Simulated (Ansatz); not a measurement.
Relaxed candidate structures of SnS$_{2}$:

A. I4/mmm (No. 139), tI6; a = b = 5.261 Å, c = 4.865 Å, α = β = γ = 90.00°; S 4d (0.000, 0.500, 0.250); Sn 2b (0.000, 0.000, 0.500); non-magnetic

B. P-3m1 (No. 164), hP9; a = b = 7.8244 Å, c = 3.5778 Å, α = β = 90.00°, γ = 120.00°; S 6i (0.194, 0.387, 0.273); Sn 1a (0.000, 0.000, 0.000); Sn 2d (0.667, 0.333, 0.219); non-magnetic

C. P-3m1 (No. 164), hP3, CdI2 type; a = b = 3.651 Å, c = 6.071 Å, α = β = 90.00°, γ = 120.00°; Sn 1b (0.000, 0.000, 0.500); S 2d (0.667, 0.333, 0.257); non-magnetic

D. P4/mmm (No. 123), tP3; a = 3.739 Å, b = 3.739 Å, c = 5.010 Å, α = 90.00°, β = 90.00°, γ = 90.00°; S 1d (0.500, 0.500, 0.500); S 1a (0.000, 0.000, 0.000); Sn 1c (0.500, 0.500, 0.000); ferromagnetic

E. Pnnm (No. 58), oP6, AFLOW prototype AB2_oP6_58_a_g (as in Fe2C); a = 5.8042 Å, b = 6.1884 Å, c = 3.7398 Å, α = β = γ = 90.00°; Sn 2a (0.000, 0.000, 0.000); S 4g (0.249, 0.642, 0.000); non-magnetic

Task: Order them by energy per atom (lowest first) at the level PBEsol (plane waves to 420 eV, PAW, scalar-relativistic; Ansatz, a first-principles code).

Result: C (reference, the lowest of the structures calculated here), E (+0.150 eV/atom), A (+0.31 eV/atom), B (+0.45 eV/atom), D (+0.52 eV/atom)

Task: Which candidates are metallic at this level, and what gaps do the others have?

Result: No gap: A, B, D. C: 1.44 eV (no spin-orbit coupling); E: 0.35 eV (no spin-orbit coupling).

Probably no minimum, since a slightly shaken restart fell lower: P4/mmm, tP3, ferromagnetic (by 0.39 eV/atom, to P-4m2).  4 generated cells of layers, chains or molecules, poorly bound without dispersion, are left out. Each run could gain symmetry but not lose that of its start, so entries can be saddle points. From databases, or of a type measured for this composition: P-3m1, hP3, CdI2 type, non-magnetic; the others are generated cells (placed on structure types, drawn at random, substituted or restacked) that were not matched to a known phase here. Each structure is listed in the lowest spin state found for it. Energies are at zero temperature and pressure, without zero-point motion. The runs use different k-meshes, so differences are rounded accordingly. Spin states reached: non-magnetic, ferromagnetic; non-magnetic ones ran without spin or lost their moments; spin orders were not searched systematically. Without a van der Waals term the distances between weakly bound units are poorly fixed.
